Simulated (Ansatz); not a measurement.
Structure search: one Hf2TaN2 candidate

The calculation used DFT PBE, scalar-relativistic, plane waves, PAW (Ansatz 0.2.0). Cutoff 420 eV, Gaussian smearing, Γ-centred meshes. Cell and atoms relax first on a coarse mesh and then on a finer one. In between, the cell is made exact in the group found at 0.06 Å. In metals the finer mesh still leaves noise of several meV/atom or more. The steps can't lower the symmetry of their start. No spin polarisation in the relaxation; trial moments died out in a coarse test.

A trial structure of Hf2TaN2 was built thus: random cell by space group and Wyckoff sites (P6/mmm, No. 191). Its size is a rough estimate.

```yaml
crystal:
  lattice:
    - [4.54001, 0.00000, 0.00000]
    - [-2.27000, 3.93176, 0.00000]
    - [0.00000, 0.00000, 4.13144]
  atoms:
    - { symbol: Hf, position: [0.33333, 0.66667, 0.50000] }
    - { symbol: Hf, position: [0.66667, 0.33333, 0.50000] }
    - { symbol: Ta, position: [0.00000, 0.00000, 0.00000] }
    - { symbol: N, position: [0.33333, 0.66667, 0.00000] }
    - { symbol: N, position: [0.66667, 0.33333, 0.00000] }
```

The zero of energy is the elements' standard structures at the same level (N₂ as a molecule); no fitted shifts are applied.

Q: Which structure results?

A: The symmetry stays P6/mmm (No. 191). The volume per atom grows by 3.1 %, from 14.7 to 15.2 Å³. The shortest distance goes from 2.07 Å (Hf–N) to 2.05 Å (Hf–N). Conventional cell: a = 4.629 Å, c = 4.099 Å. Hf is surrounded by 2 N at 2.05 Å, 3 Hf at 2.67 Å, 6 N at 3.37 Å and 6 Ta at 3.37 Å; around Ta lie 6 N at 2.67 Å and 12 Hf at 3.37 Å; N is surrounded by 2 Hf at 2.05 Å, 3 Ta at 2.67 Å and 3 N at 2.67 Å.

```
CELL_PARAMETERS angstrom
4.62888 0.00000 0.00000
-2.31444 4.00873 0.00000
0.00000 0.00000 4.09907
ATOMIC_POSITIONS crystal
Hf 0.33333 0.66667 0.50000
Hf 0.66667 0.33333 0.50000
Ta 0.00000 0.00000 0.00000
N 0.33333 0.66667 0.00000
N 0.66667 0.33333 0.00000
```

Q: Give its energy and gap.

A: The energy over the elements is +0.31 eV/atom and the gap on the 12×12×10 mesh of the 5-atom cell is 0 eV (a metal).

A positive value: parting into the elements would lower its energy.

The last run used Gaussian smearing of 0.10 eV. These runs have no spin–orbit coupling, which can matter for Hf and Ta. Symmetry constrained the relaxation, so the result can be a saddle point.
